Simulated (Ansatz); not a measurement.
Given:

ZnO:
```
ZnO
1.0
    3.18030     0.00000     0.00000
   -1.59015     2.75422     0.00000
    0.00000     0.00000    10.34035
Zn O
4 4
Cartesian
  0.00000   0.00000   0.00597
  0.00000   0.00000   5.17614
  1.59015   0.91807   7.76044
  0.00000   1.83615   2.59027
  0.00000   0.00000   8.39802
  0.00000   0.00000   3.22785
  1.59015   0.91807   5.81533
  0.00000   1.83615   0.64515
```

This is the LDA-relaxed structure.

Q: All from the program Ansatz at the LDA level (PAW), unless another level is named. Predict the largest static χ(2) component.

A: 110 pm/V.

Q: Give the static dielectric constant ε0 (ions relaxed, cell fixed).

A: 9.74 (xx = yy), 10.1 (zz).

Q: Next, the electronic dielectric constant ε∞ (DFPT)?

A: 5.21 (xx = yy), 5.23 (zz).

Q: And the Born charges (a third of the trace)?

A: Zn +2.10 to +2.11, O -2.11 to -2.10 e.

Space group P6_3mc. The cell is a constructed one: a structure type filled with these elements. Its sites differ from those of the usual phase in this space group: another stacking or structure type. Symmetry was held in the LDA relaxation; whether a distortion lowers the energy is not shown.

Potentials: the later of the program's two PAW sets.
